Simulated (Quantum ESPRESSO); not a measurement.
```
AlSb
1.0
    0.00000     2.98520     2.98520
    2.98520     0.00000     2.98520
    2.98520     2.98520     0.00000
Al Sb
1 1
Cartesian
  0.00000   0.00000   0.00000
  1.49260   1.49260   1.49260
```

The PBEsol cell relaxed from Materials Project entry mp-2624 was given an isotropic strain of -3 % on all lattice vectors, and the atoms were relaxed again.

Task: What does norm-conserving PBE (stringent potentials; Quantum ESPRESSO, 100 Ry, scalar-relativistic) give for the electronic structure near the Fermi level?

Result: The PBE gap is indirect, 1.06 eV, from Γ to X; the smallest direct gap is 2.28 eV. Without spin-orbit coupling, band edges of such heavy elements can be off by tenths of an eV.
